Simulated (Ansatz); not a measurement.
Formation energy of Ge2W

```
Ge W
1.0
    -1.65236    1.65236    4.09639
     1.65236   -1.65236    4.09639
     1.65236    1.65236   -4.09639
Ge W
2 1
Cartesian
  0.0000 0.0000 2.7624
  0.0000 0.0000 5.4304
  0.0000 0.0000 0.0000
```

The cell comes from a relaxation on PAW files under the same functional, begun from a database entry that needn't be the ground state.

All numbers are PBEsol results (scalar-relativistic) from Ansatz 0.2.0, with a Γ-centred 15×15×15 k mesh, Fermi–Dirac smearing of 0.05 eV, no spin polarisation. Methods: LAPW: all electrons, basis error target 0.5 meV/atom; PAW: frozen-core files, cutoff 420 eV.

The elements are taken as Ge diamond, W bcc, each relaxed on PAW files under the same functional and computed by the same method as the compound; zero-point and thermal terms are left out.

Spin–orbit coupling is left out, which matters for the heavy atoms. The PAW files were made under PBE.

**Question.** Give the formation energy by each method, with the residual pressure at this cell and the LAPW gap.

**Answer.** 

| method | ΔE(formation) (eV/atom) | P at this cell (GPa) | gap (eV) |
| --- | --- | --- | --- |
| LAPW | -0.031 | 0.08 | 0.00 |
| PAW | -0.033 | 0.01 | – |

**Question.** Give the LAPW value for one formula unit in kJ/mol.

**Answer.** -0.031 eV/atom × 3 atoms × 96.485 kJ/(mol·eV) = -9.0 kJ/mol, at zero temperature and without zero-point motion.

**Question.** How does the cell move when LAPW relaxes it further?

**Answer.** The volume goes from 14.913 to 14.919 Å³/atom (+0.04 %).
